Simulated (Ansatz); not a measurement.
Consider the following.

Sr₂CaWO₆:
```
Sr2CaWO6
1.0
   -2.86128     2.86128     4.16090
    2.86128    -2.86128     4.16090
    2.86128     2.86128    -4.16090
Sr Ca W O
2 1 1 6
Direct
  0.25000   0.75000   0.50000
  0.75000   0.25000   0.50000
  0.50000   0.50000   0.00000
  0.00000   0.00000   0.00000
  0.83863   0.70569   0.54431
  0.16137   0.29431   0.45569
  0.70569   0.16137   0.86706
  0.29431   0.83863   0.13294
  0.23147   0.23147   0.00000
  0.76853   0.76853   0.00000
```

This is the PBEsol-relaxed structure. x, y and z are the axes in which the lattice vectors are written.

Question: All from DFT-PBEsol in the program Ansatz with PAW potentials, unless another level is named. Give the electron effective mass.

Answer: 0.59, 0.72, 4.0 mₑ (principal values).

Question: Next, the hole effective mass?

Answer: 1.4, 3.1, 6.0 mₑ (principal values).

Question: And the conduction-band minimum?

Answer: at X (2 equivalent valleys).

Question: Next, the valence-band maximum?

Answer: off the standard path, at k = (-0.094, 0.427, -0.010).

Space group I4/m. The first step of the workflow began from a Materials Project structure, measured or hypothetical; the Crystallography Open Database copy checked does not list it. COD files the formula under space group No. 14, so this cell is another polymorph or a model. Its standing as an ambient phase is unchecked. The PBEsol relaxation kept the symmetry of its start; whether a distortion lowers the energy is not shown. No spin polarisation was allowed. No Hubbard U is applied. Scalar-relativistic: spin–orbit coupling is off unless named, which matters more the heavier the elements.

Potentials: the later of the program's two PAW sets.

Edges and masses are those of Kohn–Sham bands, whose gap is no quasiparticle gap.
